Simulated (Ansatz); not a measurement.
Os (hcp (Mg type), P6_3/mmc) at seven volumes, PBEsol in the plane-wave PAW code Ansatz, shape and atoms relaxed at each. One row is withheld.

| V (Å³/atom) | P (GPa) |
|---|---|
| 12.643 | 50.91 |
| 13.059 | 30.96 |
| 13.476 | ? |
| 13.893 | 0.00 |
| 14.310 | -11.91 |
| 14.727 | -21.91 |
| 15.143 | -30.28 |

Question: Fit the shown pressures and predict the withheld one.

Answer: Third-order Birch–Murnaghan: P = (3/2)B₀(x^(7/2) − x^(5/2))[1 + (3/4)(B′ − 4)(x − 1)] with x = (V₀/V)^(2/3). Least squares on the six rows gives V₀ = 13.893 Å³/atom, B₀ = 431.3 GPa, B′ = 4.76. At V = 13.476, x = 1.0205 and P = 14.13 GPa. The run itself gave 14.15 GPa.

Symmetry was held in the PBEsol relaxation. The run is not spin-polarised. Scalar-relativistic: spin–orbit coupling is off unless named, which matters more the heavier the elements.

Potentials: the earlier of the program's two PAW sets. The files were generated under PBE; for other functionals the program regenerates the frozen cores, and for LDA and PBEsol the local potential too.
